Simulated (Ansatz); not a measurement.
**Cs₂NaYBr₆ squeezed and stretched**

A database entry relaxed whole under r2SCAN (Fm-3m):

```xyz
10
Lattice="0.0000 5.6654 5.6654 5.6654 0.0000 5.6654 5.6654 5.6654 0.0000" Properties=species:S:1:pos:R:3 pbc="T T T"
Cs    2.8327    2.8327    2.8327
Cs    8.4981    8.4981    8.4981
Na    5.6654    5.6654    5.6654
Y     0.0000    0.0000    0.0000
Br    2.7808    5.6654    5.6654
Br    5.6654    2.7808    5.6654
Br    8.5500    5.6654    5.6654
Br    5.6654    8.5500    5.6654
Br    5.6654    5.6654    2.7808
Br    5.6654    5.6654    8.5500
```

The cell was scaled uniformly, its shape held, and the atoms relaxed at each volume with plane-wave PAW DFT (Ansatz 0.2.0; r2SCAN, 500 eV, 4×4×4 Γ-centred mesh, fermi-dirac occupations of width 0.020 eV; no spin, no spin-orbit coupling). One row is withheld.

```csv
volume (Å³/atom),energy over the lowest (meV/atom),pressure (GPa),gap over mesh and path (eV)
34.186,9.1,1.39,4.704
34.914,4.0,0.88,4.713
35.641,1.1,0.43,4.720
36.368,0.0,0.03,4.723
37.096,?,?,?
37.823,2.7,-0.60,4.737
38.550,6.0,-0.86,4.742
```

**Question.** Fit the pressures of the other rows to the third-order Birch-Murnaghan form.

**Answer.** With f = [(V₀/V)^(2/3) − 1]/2 and P = 3B₀f(1 + 2f)^(5/2)[1 + 3(B₀′ − 4)f/2], least squares gives V₀ = 36.44 Å³ an atom, B₀ = 18.1 GPa and B₀′ = 5.9; the rows miss the fit by less than 0.01 GPa. The slope of the energies differs from these pressures by less than 0.05 GPa.

**Question.** How does the gap move with volume?

**Answer.** A parabola in ln(V/V₀) through the other rows has the slope dE_g/d ln V = +0.3 eV at V₀, so by B₀ the gap moves by -17 meV a GPa: it narrows under pressure.

**Question.** What does the withheld row hold?

**Answer.** The fit gives -0.31 GPa at 37.096 Å³; the run gave -0.30 GPa and 0.6 meV an atom. Its gap is 4.732 eV, against 4.731 eV from the parabola.

Caveats: the shape of the cell was held; 0 K, fixed nuclei; the symmetry was kept, and this need not be the phase that is stable at 0 K; one mesh for all volumes; r2SCAN gaps lie as a rule under measured ones; the slope of the gap can be off by tens of per cent, more where shallow d levels or spin-orbit coupling act on the edges; no spin-orbit coupling, which narrows gaps of heavier elements; pressure is positive in compression.
